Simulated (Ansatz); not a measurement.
A relaxed structure of BaTiO3. Computed with r2SCAN (plane waves to 500 eV, PAW, scalar-relativistic; Ansatz, an electronic-structure program).

```
CELL_PARAMETERS angstrom
      2.84020     1.63979     2.33142
     -2.84020     1.63979     2.33142
      0.00000    -3.27958     2.33142
ATOMIC_POSITIONS crystal
  Ti 0.57409 0.57409 0.57409
  Ba 0.08750 0.08750 0.08750
  O  0.11008 0.60050 0.60050
  O  0.60050 0.60050 0.11008
  O  0.60050 0.11008 0.60050
```

Determine the symmetry and give the standard cell with its independent sites.

Space group R3m, hexagonal axes (No. 160); a = b = 5.6804 Å, c = 6.9943 Å, α = β = 90.00°, γ = 120.00°

| atom | site | symmetry | x | y | z |
|---|---|---|---|---|---|
| Ti | 3a | 3m | 0.0000 | 0.0000 | 0.5741 |
| Ba | 3a | 3m | 0.0000 | 0.0000 | 0.0875 |
| O | 9b | .m | 0.0064 | 0.5032 | 0.1037 |

Give the shortest distances between elements (the closest pairs, up to four, under 3.6 Å).

O–Ti 1.87 Å; Ba–O 2.78 Å; O–O 2.79 Å; Ba–Ti 3.40 Å.

- Volume per atom = 13.03 Å³
- Band gap = 2.87 eV, indirect (valence top at T, conduction bottom at Γ) (no spin-orbit coupling)
- Smallest direct gap = 3.29 eV at Γ

No spin polarisation in the result.

It was reached from a disturbed copy of a R-3c (No. 167) cell (AFLOW prototype ABC3_hR10_167_a_b_e (G0_1, as in CaCO3)), against which it lies -522 meV/atom.

The first start was generated by placing the elements on the sites of a structure type. A measured structure of BaTiO3 has the same space group, R3m (No. 160); the sites were not compared with it. Another known form has space group No. 99.
